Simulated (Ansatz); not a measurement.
Question: Name crystals whose computed values (LDA in the plane-wave PAW code Ansatz) fall in these windows: G_Hill (GPa) 41 to 57; highest Γ mode, no LO–TO term (cm⁻¹) 280 to 360.

Answer: 

```csv
crystal,G_Hill (GPa),"highest Γ mode, no LO–TO term (cm⁻¹)"
"Sc2Al, P6_3/mmc (Sc on 2a, Sc on 2d, Al on 2c)",49.8,313
"Ca3SnO, anti-perovskite",54.3,314
"MgCdS2, P4/mmm (Mg on 1d, Cd on 1a, S on 1b, S on 1c)",46.9,282
"Si2Ni, fluorite or antifluorite type",55.8,333
"MgCu2, cubic Laves (MgCu2 type)",45.1,330
```
Others may fit too.

Standing as an ambient phase not checked: Sc2Al, P6_3/mmc (Sc on 2a, Sc on 2d, Al on 2c); Ca3SnO, anti-perovskite; MgCdS2, P4/mmm (Mg on 1d, Cd on 1a, S on 1b, S on 1c); MgCu2, cubic Laves (MgCu2 type). Perhaps ordered models of mixed-site phases: MgCdS2, P4/mmm (Mg on 1d, Cd on 1a, S on 1b, S on 1c). All cells were relaxed under the symmetry of their starts (and spin orders); stability against distortions was not tested throughout. Rows with no word on spin ran without spin polarisation. Scalar-relativistic: spin–orbit coupling is off unless named, which matters more the heavier the elements.

Potentials: the later of the program's two PAW sets.
